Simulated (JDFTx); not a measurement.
Tl(1 0 -1 1) slab cut from bulk Tl (space group P6_3/mmc, indices of the conventional cell, lattice of the Materials Project entry mp-82, not re-optimised): 8 atoms in 8 planes, a 1x1 cell of 22.41 Å² (|a| = 3.497, |b| = 6.642 Å), 10.1 Å between the outermost planes, cell height 26.2 Å, 6×6×1 k mesh, Fermi smearing 0.01 Ha, no spin polarisation.

Profiles through the double layer of this slab, charged, in CANDLE, water, 1 M NaCl; PBE, GBRV ultrasoft potentials, plane waves to 20/100 Ha, JDFTx (a modified build). z is the height above the outermost atoms, φ the plane-averaged electrostatic potential energy of an electron (zero in the bulk liquid), ρ_b the bound charge of solvent and ions, s the cavity shape function (0 in the solid, 1 in the liquid).

```tsv
z (Å)	n (e/Å³)	s	φ (eV)	ρ_b (10⁻³ e/Å³)
0.80	0.1152	0.04	-1.325	-3.37
1.27	0.0263	0.11	-0.850	-4.74
1.74	0.0062	0.23	-0.273	-6.30
2.21	0.0015	0.40	-0.086	-2.33
2.67	0.0004	0.63	-0.059	-0.01
3.14	0.0001	0.83	-0.048	0.01
3.61	0.0000	0.96	-0.040	-0.01
4.08	0.0000	1.00	-0.035	-0.01
4.55	0.0000	1.00	-0.030	-0.01
5.01	0.0000	1.00	-0.025	-0.01
5.48	0.0000	1.00	-0.022	-0.01
5.95	0.0000	1.00	-0.019	-0.01
6.42	0.0000	1.00	-0.016	-0.01
6.89	0.0000	1.00	-0.014	-0.01
7.35	0.0000	1.00	-0.012	-0.01
7.82	0.0000	1.00	-0.010	-0.01
```

Question: Is the electrode positively or negatively charged, and roughly by how much?

Answer: Positively: σ = 15.0 μC/cm² per face. The liquid's bound charge is of the opposite sign overall, and far from the surface φ decays with the screening length (3.0 Å).
